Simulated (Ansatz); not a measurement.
## What DFT gives for BaCuSbO

```yaml
crystal:
  lattice:
    - [4.37111, 0.00000, 0.00000]
    - [0.00000, 4.37111, 0.00000]
    - [0.00000, 0.00000, 9.29739]
  atoms:
    - { symbol: Ba, position: [0.25000, 0.25000, 0.35865] }
    - { symbol: Ba, position: [0.75000, 0.75000, 0.64135] }
    - { symbol: Cu, position: [0.25000, 0.75000, 0.00000] }
    - { symbol: Cu, position: [0.75000, 0.25000, 0.00000] }
    - { symbol: Sb, position: [0.25000, 0.25000, 0.81486] }
    - { symbol: Sb, position: [0.75000, 0.75000, 0.18514] }
    - { symbol: O, position: [0.25000, 0.75000, 0.50000] }
    - { symbol: O, position: [0.75000, 0.25000, 0.50000] }
```

The numbers come from plane-wave PAW DFT (Ansatz): PBE, with U_eff = 3.65 eV on Cu d, U_eff = 1.52 eV on O p, V = 1.15 eV between Cu d and O p within 5.578 Å (all-electron-ortho-atomic projectors), collinear spin, 420 eV, 6×6×3 Γ-centred k points, fermi-dirac occupations (width 0.1 eV). Nothing was relaxed.

The state carries no moments; the state need not be the lowest.

Problem. Describe some of the short contacts.

Solution. Ba–O at 2.55 Å: least valence density 0.31 e/Å³ and ELF 0.16 there. Cu–Sb at 2.78 Å: least valence density 0.27 e/Å³ and ELF 0.31 there. Cu–Cu at 3.09 Å: least valence density 0.13 e/Å³ and ELF 0.21 there. Both are smooth PAW fields, read partly inside the augmentation spheres.

Problem. Is there a gap?

Solution. It is a metal, with about 6.6 states/eV a cell as the mean within 0.25 eV of the Fermi level, mostly Sb p (54 %) and O p (32 %).

Problem. Where is the largest force?

Solution. The largest is on Sb5 (and as large on other atoms): 1.84 eV/Å, components (0.00, 0.00, 1.84). It makes 52° with the line to a nearest neighbour, Cu3 at 2.78 Å.

Problem. What does the stress say?

Solution. The pressure is -0.5 GPa (compression positive), so with the atoms held at these fractions the cell is close to zero pressure; the forces are large, so a full relaxation may end otherwise. The principal stresses -4.4, 1.4, 1.4 GPa differ, so its shape would change too.

Origin: a known structure type with other elements, at an estimated volume, so it need not be a known compound. Caveats: atoms or cell far from equilibrium.
